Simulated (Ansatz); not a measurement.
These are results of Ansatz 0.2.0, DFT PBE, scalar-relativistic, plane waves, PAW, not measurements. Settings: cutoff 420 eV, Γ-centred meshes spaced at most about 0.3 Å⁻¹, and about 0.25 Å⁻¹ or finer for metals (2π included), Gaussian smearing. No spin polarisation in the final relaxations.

All energies are static (0 K, no zero-point motion).

Two relaxed structures of Ge3Pt:

A.

Space group Im-3m (No. 229). a = 5.285 Å, b = 5.285 Å, c = 5.285 Å, α = 90.00°, β = 90.00°, γ = 90.00°
```csv
atom,site,symmetry,x,y,z
Ge,6b,4/mm.m,0.0000,0.5000,0.0000
Pt,2a,m-3m,0.0000,0.0000,0.0000
```

B.

Space group P4/mmm (No. 123). a = 3.506 Å, b = 3.506 Å, c = 7.726 Å, α = 90.00°, β = 90.00°, γ = 90.00°
```csv
atom,site,symmetry,x,y,z
Ge,2g,4mm,0.0000,0.0000,0.6634
Ge,1c,4/mmm,0.5000,0.5000,0.0000
Pt,1a,4/mmm,0.0000,0.0000,0.0000
```

**Question.** Which would you expect to be lower, and how large is the difference?

**Answer.** A is lower, by 0.33 eV/atom. A has space group Im-3m (No. 229), 18.5 Å³/atom and no gap on its mesh; B has space group P4/mmm (No. 123), 23.7 Å³/atom and no gap. B holds Ge–Ge pairs (shortest 2.52 Å); in A the shortest Ge–Ge distance is 2.64 Å, near bonding range too. The denser one is the lower, and pressure would at first widen the difference. In A, Ge is surrounded by 2 Pt at 2.64 Å and 4 Ge at 2.64 Å; around Pt lie 6 Ge at 2.64 Å. In B, Ge on a site of symmetry 4mm is surrounded by 1 Ge at 2.52 Å and 1 Pt at 2.60 Å; around Ge on a site of symmetry 4/mmm lie 4 Pt at 2.48 Å; Pt is surrounded by 6 Ge at 2.48–2.60 Å. Both come from invented guesses. A third cell relaxed alike, in R-3m, lies 57 meV/atom below the lower of the two.

Spin–orbit coupling, which can matter for Pt, is left out. Cells relaxed within their symmetry can be saddle points.
